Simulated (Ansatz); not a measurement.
The relaxed structure here is a generated cell of CdIn2O4: the first start was made by placing the elements on the sites of a structure type, and the end was not matched to a known phase here, so it may be hypothetical.

A relaxed cell of CdIn$_{2}$O$_{4}$ (I-4 (No. 82)), relaxed on a k-mesh at least as fine as the one used below. The numbers are results of r2SCAN (plane waves to 500 eV, PAW, scalar-relativistic; Ansatz, an electronic-structure program), not measurements. Γ-centred k-mesh 5×5×7 on the run's cell (coarser than for final values), Fermi–Dirac smearing 0.05 eV.

```yaml
crystal:
  lattice:
    - [-2.53170, 2.53170, 4.88193]
    - [2.53170, -2.53170, 4.88193]
    - [2.53170, 2.53170, -4.88193]
  atoms:
    - { symbol: In, position: [0.50000, 0.50000, 0.00000] }
    - { symbol: In, position: [0.25000, 0.75000, 0.50000] }
    - { symbol: Cd, position: [0.00000, 0.00000, 0.00000] }
    - { symbol: O, position: [0.34672, 0.82407, 0.93983] }
    - { symbol: O, position: [0.88423, 0.40688, 0.06017] }
    - { symbol: O, position: [0.17593, 0.11577, 0.52265] }
    - { symbol: O, position: [0.59312, 0.65328, 0.47735] }
```

The atoms are displaced by (Å):

```
atom      ux      uy      uz
----  ------  ------  ------
In1   -0.046   0.017   0.019
In2   -0.024   0.075   0.000
Cd3    0.034  -0.045  -0.123
O4    -0.065  -0.004   0.120
O5    -0.087   0.093   0.064
O6    -0.139  -0.004  -0.034
O7     0.001  -0.172   0.053
```

Question: What forces (eV/Å) and pressure result?

Answer: 
```csv
atom,Fx,Fy,Fz
In1,-1.16,-0.75,0.94
In2,-0.58,-1.62,0.03
Cd3,-0.89,0.04,0.60
O4,1.25,1.68,-2.41
O5,0.36,-1.25,-0.91
O6,1.55,0.29,0.90
O7,-0.52,1.61,0.86
```

Pressure +3.3 GPa.

Question: Estimate the energy cost of the displacement in the harmonic approximation and compare with the calculation.

Answer: For a harmonic well ΔE = −½ Σ F·u = 0.609 eV a cell, or 87 meV/atom. The calculated energy relative to the undisplaced cell is +0.09 eV/atom, so the harmonic estimate holds well.

The undisplaced cell is probably no minimum: from this displacement the run went on to Imm2 (No. 44), 0.199 eV/atom below it.

No spin polarisation in the result.
